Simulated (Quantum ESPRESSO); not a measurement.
# Ir6ScLi: one run as intended and one with a planted mistake

A calculation, not a measurement. The program is pw.x of Quantum ESPRESSO 7.5 (plane-wave density functional theory). The cell is made up: eight metal atoms on a face-centred cubic lattice, with elements, volume, strain and displacements drawn at random and not relaxed, so it may be unstable or far from any real phase. PseudoDojo standard norm-conserving files set the functional (PBE unless stated); there is no spin polarisation or spin-orbit coupling, the Fermi-Dirac width of 0.25 eV means electrons at about 2900 K, and the masses in the input are unused placeholders. Heavy elements are run without spin-orbit coupling, which real alloys of them have. A spin test at this wide smearing found no moment, but such smearing suppresses magnetism that the real alloy may have.

Intended input:

```
&control calculation='scf', pseudo_dir='./dojo.nc.sr.pbe.v0_5.standard.upf', outdir='./o', disk_io='minimal', tprnfor=.true., tstress=.true. /
&system ibrav=0, nat=8, ntyp=3, nbnd=75, ecutwfc=77.98206166, nosym=.true., tot_charge=0,
 occupations='smearing', smearing='fd', degauss=0.0183746611
/
&electrons conv_thr=1.470e-08, electron_maxstep=70, mixing_beta=0.5 /
ATOMIC_SPECIES
Ir 1.0 Ir.upf
Li 1.0 Li.upf
Sc 1.0 Sc.upf
CELL_PARAMETERS angstrom
-0.0037 -0.0104 -4.0752
-4.0005 -0.0125 -0.0037
2.0271 7.9042 2.0602
ATOMIC_POSITIONS angstrom
Ir -0.0419 -0.0622 0.0553
Sc -1.8478 1.9528 0.2407
Ir 0.0487 3.9431 0.0503
Ir -2.0284 5.9628 -0.119
Ir -1.8905 0.0359 -2.0741
Li -0.0465 1.6839 -1.9686
Ir -1.7683 3.8361 -2.041
Ir 0.1378 5.8992 -2.0447
K_POINTS automatic
6 6 3 1 1 1
```

The log is shortened where brackets say so; the opening notice, blank lines, dates and the lines on written files are dropped, and the path of the files is cut. It prints rydbergs, bohrs and kilobars, and counts compression as positive stress. Its total energy is the free energy E - TS of the whole cell.

Log of the intended run:

```
     Program PWSCF v.7.5
     Parallel version (MPI & OpenMP), running on       4 processor cores
     Number of MPI processes:                 4
     Threads/MPI process:                     1
     [start-up lines left out]
     bravais-lattice index     =            0
     lattice parameter (alat)  =       7.7010  a.u.
     unit-cell volume          =     868.3216 (a.u.)^3
     number of atoms/cell      =            8
     number of atomic types    =            3
     number of electrons       =       116.00
     number of Kohn-Sham states=           75
     kinetic-energy cutoff     =      77.9821  Ry
     charge density cutoff     =     311.9282  Ry
     scf convergence threshold =      1.5E-08
     mixing beta               =       0.5000
     number of iterations used =            8  plain     mixing
     Exchange-correlation= PBE
                           (   1   4   3   4   0   0   0)
     [axes and pseudopotential details left out]
   Cartesian axes
     site n.     atom                  positions (alat units)
         1        Ir     tau(   1) = (  -0.0102817  -0.0152630   0.0135698  )
         2        Sc     tau(   2) = (  -0.4534239   0.4791894   0.0590644  )
         3        Ir     tau(   3) = (   0.0119503   0.9675809   0.0123429  )
         4        Ir     tau(   4) = (  -0.4977406   1.4631866  -0.0292009  )
         5        Ir     tau(   5) = (  -0.4639019   0.0088094  -0.5089547  )
         6        Li     tau(   6) = (  -0.0114104   0.4132052  -0.4830665  )
         7        Ir     tau(   7) = (  -0.4339158   0.9413246  -0.5008325  )
         8        Ir     tau(   8) = (   0.0338142   1.4475801  -0.5017404  )
     number of k points=    54  Fermi-Dirac smearing, width (Ry)=  0.0184
                       cart. coord. in units 2pi/alat
        k(    1) = (  -0.0852172   0.1295706  -0.0835869), wk =   0.0370370
        k(    2) = (  -0.0841425  -0.2146510  -0.0827094), wk =   0.0370370
     [further k points left out]
     Dense  grid:    80835 G-vectors     FFT dimensions: (  45,  45,  90)
     Estimated max dynamical RAM per process >     315.71 MB
     Estimated total dynamical RAM >       1.18 GB
     Initial potential from superposition of free atoms
     starting charge     115.9919, renormalised to     116.0000
     Starting wfcs are   72 randomized atomic wfcs +    3 random wfcs
     total cpu time spent up to now is        4.3 secs
     per-process dynamical memory:   248.5 Mb
     Self-consistent Calculation
     iteration #  1     ecut=    77.98 Ry     beta= 0.50
     Davidson diagonalization with overlap
     ethr =  1.00E-02,  avg # of iterations =  3.0
     total cpu time spent up to now is       17.8 secs
     total energy              =   -1491.58062453 Ry
     estimated scf accuracy    <       2.47722894 Ry
     iteration #  2     ecut=    77.98 Ry     beta= 0.50
     Davidson diagonalization with overlap
     ethr =  2.14E-03,  avg # of iterations =  4.2
     total cpu time spent up to now is       32.4 secs
     total energy              =   -1490.43001147 Ry
     estimated scf accuracy    <      43.85306854 Ry
     [iterations 3 to 15 left out]
     iteration # 16     ecut=    77.98 Ry     beta= 0.50
     Davidson diagonalization with overlap
     ethr =  2.84E-10,  avg # of iterations =  1.0
     total cpu time spent up to now is      194.1 secs
     total energy              =   -1493.17118379 Ry
     estimated scf accuracy    <       0.00000004 Ry
     iteration # 17     ecut=    77.98 Ry     beta= 0.50
     Davidson diagonalization with overlap
     ethr =  3.83E-11,  avg # of iterations =  1.1
     total cpu time spent up to now is      204.3 secs
     End of self-consistent calculation
     [lines on levels left out]
!    total energy              =   -1493.17118379 Ry
     estimated scf accuracy    <          4.4E-09 Ry
     smearing contrib. (-TS)   =      -0.12422182 Ry
     internal energy E=F+TS    =   -1493.04696197 Ry
     The total energy is F=E-TS. E is the sum of the following terms:
     one-electron contribution =    -465.30134559 Ry
     hartree contribution      =     288.95910955 Ry
     xc contribution           =    -281.36836848 Ry
     ewald contribution        =   -1035.33635745 Ry
     convergence has been achieved in  17 iterations
     Forces acting on atoms (cartesian axes, Ry/au):
     atom    1 type  1   force =     0.03854879   -0.03054331   -0.03537241
     atom    2 type  3   force =    -0.04126099    0.01052534   -0.07456160
     atom    3 type  1   force =     0.01431754    0.05202976   -0.00909212
     atom    4 type  1   force =     0.03551018   -0.02310497    0.04706675
     atom    5 type  1   force =    -0.03672644   -0.08135825    0.03174960
     atom    6 type  2   force =     0.03419982    0.03046166    0.01407879
     atom    7 type  1   force =    -0.02133653    0.07035889    0.02488766
     atom    8 type  1   force =    -0.02325237   -0.02836912    0.00124333
     Total force =     0.191550     Total SCF correction =     0.000095
     Computing stress (Cartesian axis) and pressure
          total   stress  (Ry/bohr**3)                   (kbar)     P=     -123.90
  -0.00090513   0.00004976  -0.00001436         -133.15        7.32       -2.11
   0.00004976  -0.00059737  -0.00012241            7.32      -87.88      -18.01
  -0.00001436  -0.00012241  -0.00102422           -2.11      -18.01     -150.67
     init_run     :      4.09s CPU      4.29s WALL (       1 calls)
     electrons    :    195.56s CPU    199.95s WALL (       1 calls)
     forces       :      2.26s CPU      2.28s WALL (       1 calls)
     stress       :      7.51s CPU      7.67s WALL (       1 calls)
     [timing details left out]
     PWSCF        :   3m29.49s CPU   3m34.28s WALL
     JOB DONE.
```

A second run has one planted mistake: the cell and the positions are scaled by a wrong factor. The input lines that differ:

```
- -0.0037 -0.0104 -4.0752
- -4.0005 -0.0125 -0.0037
- 2.0271 7.9042 2.0602
+ -0.0037 -0.0105 -4.1265
+ -4.0509 -0.0127 -0.0037
+ 2.0526 8.0038 2.0862
- Ir -0.0419 -0.0622 0.0553
- Sc -1.8478 1.9528 0.2407
- Ir 0.0487 3.9431 0.0503
- Ir -2.0284 5.9628 -0.119
- Ir -1.8905 0.0359 -2.0741
- Li -0.0465 1.6839 -1.9686
- Ir -1.7683 3.8361 -2.041
- Ir 0.1378 5.8992 -2.0447
+ Ir -0.0424 -0.063 0.056
+ Sc -1.8711 1.9774 0.2437
+ Ir 0.0493 3.9928 0.0509
+ Ir -2.054 6.0379 -0.1205
+ Ir -1.9143 0.0364 -2.1002
+ Li -0.0471 1.7051 -1.9934
+ Ir -1.7906 3.8844 -2.0667
+ Ir 0.1395 5.9735 -2.0705
```

Its log:

```
     Program PWSCF v.7.5
     Parallel version (MPI & OpenMP), running on       4 processor cores
     Number of MPI processes:                 4
     Threads/MPI process:                     1
     [start-up lines left out]
     bravais-lattice index     =            0
     lattice parameter (alat)  =       7.7980  a.u.
     unit-cell volume          =     901.5478 (a.u.)^3
     number of atoms/cell      =            8
     number of atomic types    =            3
     number of electrons       =       116.00
     number of Kohn-Sham states=           75
     kinetic-energy cutoff     =      77.9821  Ry
     charge density cutoff     =     311.9282  Ry
     scf convergence threshold =      1.5E-08
     mixing beta               =       0.5000
     number of iterations used =            8  plain     mixing
     Exchange-correlation= PBE
                           (   1   4   3   4   0   0   0)
     [axes and pseudopotential details left out]
   Cartesian axes
     site n.     atom                  positions (alat units)
         1        Ir     tau(   1) = (  -0.0102750  -0.0152671   0.0135708  )
         2        Sc     tau(   2) = (  -0.4534335   0.4791937   0.0590571  )
         3        Ir     tau(   3) = (   0.0119471   0.9675961   0.0123349  )
         4        Ir     tau(   4) = (  -0.4977566   1.4631959  -0.0292014  )
         5        Ir     tau(   5) = (  -0.4639023   0.0088210  -0.5089525  )
         6        Li     tau(   6) = (  -0.0114140   0.4132058  -0.4830711  )
         7        Ir     tau(   7) = (  -0.4339255   0.9413270  -0.5008342  )
         8        Ir     tau(   8) = (   0.0338058   1.4475895  -0.5017551  )
     number of k points=    54  Fermi-Dirac smearing, width (Ry)=  0.0184
                       cart. coord. in units 2pi/alat
        k(    1) = (  -0.0852187   0.1295699  -0.0835869), wk =   0.0370370
        k(    2) = (  -0.0841404  -0.2146477  -0.0827120), wk =   0.0370370
     [further k points left out]
     Dense  grid:    83889 G-vectors     FFT dimensions: (  45,  45,  96)
     Estimated max dynamical RAM per process >     327.67 MB
     Estimated total dynamical RAM >       1.22 GB
     Initial potential from superposition of free atoms
     starting charge     115.9919, renormalised to     116.0000
     Starting wfcs are   72 randomized atomic wfcs +    3 random wfcs
     total cpu time spent up to now is        4.9 secs
     per-process dynamical memory:   258.2 Mb
     Self-consistent Calculation
     iteration #  1     ecut=    77.98 Ry     beta= 0.50
     Davidson diagonalization with overlap
     ethr =  1.00E-02,  avg # of iterations =  3.0
     total cpu time spent up to now is       18.5 secs
     total energy              =   -1491.66805633 Ry
     estimated scf accuracy    <       2.28586058 Ry
     iteration #  2     ecut=    77.98 Ry     beta= 0.50
     Davidson diagonalization with overlap
     ethr =  1.97E-03,  avg # of iterations =  3.9
     total cpu time spent up to now is       34.1 secs
     total energy              =   -1490.53579479 Ry
     estimated scf accuracy    <      42.73074629 Ry
     [iterations 3 to 15 left out]
     iteration # 16     ecut=    77.98 Ry     beta= 0.50
     Davidson diagonalization with overlap
     ethr =  2.00E-10,  avg # of iterations =  1.0
     total cpu time spent up to now is      210.2 secs
     total energy              =   -1493.13681522 Ry
     estimated scf accuracy    <       0.00000006 Ry
     iteration # 17     ecut=    77.98 Ry     beta= 0.50
     Davidson diagonalization with overlap
     ethr =  4.90E-11,  avg # of iterations =  1.1
     total cpu time spent up to now is      221.3 secs
     End of self-consistent calculation
     [lines on levels left out]
!    total energy              =   -1493.13681521 Ry
     estimated scf accuracy    <          7.7E-09 Ry
     smearing contrib. (-TS)   =      -0.13141502 Ry
     internal energy E=F+TS    =   -1493.00540020 Ry
     The total energy is F=E-TS. E is the sum of the following terms:
     one-electron contribution =    -484.60512202 Ry
     hartree contribution      =     295.16744983 Ry
     xc contribution           =    -281.10666112 Ry
     ewald contribution        =   -1022.46106689 Ry
     convergence has been achieved in  17 iterations
     Forces acting on atoms (cartesian axes, Ry/au):
     atom    1 type  1   force =     0.02845574   -0.03833090   -0.02681637
     atom    2 type  3   force =    -0.03629223    0.00959493   -0.06605297
     atom    3 type  1   force =     0.00862933    0.05526774   -0.00571147
     atom    4 type  1   force =     0.02572457   -0.01633748    0.03697693
     atom    5 type  1   force =    -0.02748874   -0.08206198    0.02462489
     atom    6 type  2   force =     0.03119815    0.02664065    0.01325800
     atom    7 type  1   force =    -0.01394744    0.07065704    0.02025027
     atom    8 type  1   force =    -0.01627937   -0.02543000    0.00347071
     Total force =     0.175225     Total SCF correction =     0.000099
     Computing stress (Cartesian axis) and pressure
          total   stress  (Ry/bohr**3)                   (kbar)     P=     -178.39
  -0.00126692   0.00003773  -0.00000888         -186.37        5.55       -1.31
   0.00003773  -0.00098442  -0.00010573            5.55     -144.81      -15.55
  -0.00000888  -0.00010573  -0.00138663           -1.31      -15.55     -203.98
     init_run     :      4.57s CPU      4.80s WALL (       1 calls)
     electrons    :    212.03s CPU    216.41s WALL (       1 calls)
     forces       :      2.21s CPU      2.21s WALL (       1 calls)
     stress       :      7.72s CPU      7.72s WALL (       1 calls)
     [timing details left out]
     PWSCF        :   3m46.63s CPU   3m51.27s WALL
     JOB DONE.
```

|  | intended run | run with the mistake |
| --- | --- | --- |
| free energy (eV) | -20315.629 | -20315.161 |
| entropy term -TS, part of it (eV) | -1.690 | -1.788 |
| pressure (GPa) | -12.39 | -17.84 |
| size of the largest force component (eV/Å) | 2.092 | 2.110 |
| largest change of a force component (eV/Å) |  | 0.260 |
| iterations | 17 | 17 |

For scale, a rerun of the intended cell at a higher cutoff and on a denser mesh moved values by no more than 0.004 eV in energy, 0.03 GPa in stress and 0.014 eV/Å in force, and a second program with other atomic files agreed on that cell to 2 % rms in force and 0.5 GPa in pressure.